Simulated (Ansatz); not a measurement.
The start is a relaxed SiRu cell with every coordinate shifted by Gaussian noise of σ = 0.2 Å. Cell shape, volume and atoms are optimised at zero target pressure with r2SCAN (plane waves to 500 eV, PAW, scalar-relativistic; Ansatz, a program for electronic structure). First-step values are on the input's coarse k-mesh.

Ansatz input (later rounds restart from its end on a renewed k-mesh):
Ansatz 0.2 input:
```yaml
crystal:
  lattice:
    - [4.7047319693, 0, 0]
    - [0, 4.7047319693, 0]
    - [0, 0, 4.7047319693]
  atoms:
    - { symbol: Ru, position: [0.1410149071, 0.1734209924, 0.0557253551] }
    - { symbol: Ru, position: [0.6183301427, 0.3571186841, 0.8637690411] }
    - { symbol: Ru, position: [0.8397417244, 0.5926985645, 0.3899406048] }
    - { symbol: Ru, position: [0.3540835843, 0.8948953692, 0.6326929244] }
    - { symbol: Si, position: [0.8559279437, 0.7986230742, 0.8515996759] }
    - { symbol: Si, position: [0.356332574, 0.7430500332, 0.2322217258] }
    - { symbol: Si, position: [0.1900693461, 0.3745495166, 0.6880825994] }
    - { symbol: Si, position: [0.7635059212, 0.2673581063, 0.3677569756] }
basis: { ecutwfc: 500, ecutrho_ratio: 4, xc_grid: 4, fft_grid_basis: typed }
kpoints: { mp_grid: { grid: [5, 5, 5] } }
hamiltonian:
  xc: r2scan
  dispersion: none
  pseudopotentials: { kind: paw }
scf: { occupations: { method: fermi_dirac, width: 0.05 } }
relax: { f_tol: 0.01, max_steps: 100, cell: { stress_tol: 0.02 } }
output: { forces: true, stress: true }
```

Task: By how much does the energy per atom fall from start to end?

Result: About 1.8 eV/atom.

Task: Does it find its way back to the structure it was made from?

Result: It returns to the parent structure, P2₁3 (No. 198).

Task: What band gap does the relaxed structure have at this level?

Result: 0.31 eV, indirect (valence top at k = (0, 0, 0.2), conduction bottom at k = (0, 0.2, 0.3)) (no spin-orbit coupling).

Final structure:

```cif
data_Ru4Si4
_chemical_formula_sum 'Ru4 Si4'
_space_group_name_H-M_alt 'P213'
_space_group_IT_number 198
_space_group_name_Hall 'P 2ac 2ab 3'
_cell_length_a 4.70475
_cell_length_b 4.70475
_cell_length_c 4.70475
_cell_angle_alpha 90.000
_cell_angle_beta 90.000
_cell_angle_gamma 90.000
loop_
_atom_site_label
_atom_site_type_symbol
_atom_site_symmetry_multiplicity
_atom_site_Wyckoff_symbol
_atom_site_fract_x
_atom_site_fract_y
_atom_site_fract_z
_atom_site_occupancy
Ru1 Ru 4 a 0.12942 0.12942 0.12942 1
Si1 Si 4 a 0.83761 0.83761 0.83761 1
```

Final values are on a 10×10×10 k-mesh of the relaxed cell. The start holds a very short contact (Ru–Si 1.58 Å). No spin polarisation in the result.

The first start was generated by placing the elements on the sites of a structure type. Materials Project lists a structure of SiRu in the same space group, P2₁3 (No. 198); the sites were not compared with it, nor with measured phases.
